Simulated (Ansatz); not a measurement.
**La3Os: field gradients at two levels of theory**

Cell: a Materials Project structure (computed, not necessarily an observed phase).

```
CELL_PARAMETERS angstrom
7.49141 0.00000 0.00000
0.00000 10.11665 0.00000
0.00000 0.00000 6.61813
ATOMIC_POSITIONS crystal
La 0.67025 0.07025 0.32612
La 0.17025 0.42975 0.17388
La 0.32975 0.57025 0.67388
La 0.82975 0.92975 0.82612
La 0.32975 0.92975 0.67388
La 0.82975 0.57025 0.82612
La 0.67025 0.42975 0.32612
La 0.17025 0.07025 0.17388
La 0.54452 0.25000 0.84839
La 0.04452 0.25000 0.65161
La 0.45548 0.75000 0.15161
La 0.95548 0.75000 0.34839
Os 0.88098 0.25000 0.05292
Os 0.38098 0.25000 0.44708
Os 0.11902 0.75000 0.94708
Os 0.61902 0.75000 0.55292
```

Atom numbers follow the list; atoms alike are taken as one site, whose name carries the number of the first.

First run. Method: Kohn–Sham DFT in Ansatz, PBE, plane waves and PAW, scalar-relativistic, 420 eV cutoff, Γ-centred 4×3×5 k-points, Fermi–Dirac smearing 0.05 eV.

```csv
site,atom,V_zz (10²¹ V/m²),η
La1,1,-7.25,0.65
La9,9,5.77,0.42
Os,13,-11.11,0.58
```

Second run. The same atoms and settings, except that the functional is r2SCAN, the cutoff is 500 eV and the mesh is 5×4×5.

Problem. What does the second run give?

Solution. 

| site | atom | V_zz | η | change of V_zz |
| --- | --- | --- | --- | --- |
| La1 | 1 | -7.47 | 0.52 | -0.22 |
| La9 | 9 | 5.30 | 0.30 | -0.47 |
| Os | 13 | -13.46 | 0.60 | -2.35 |

The largest change of V_zz is on Os, from -11.11 to -13.46. In per cent, |V_zz| changes by -8 to +3 on La, +21 on Os (all sites that start above 2).

Spin–orbit coupling is left out, which shifts gradients on Os by a few per cent in wide-gap crystals, and can shift them far more where the calculated gap is small or absent, as here.
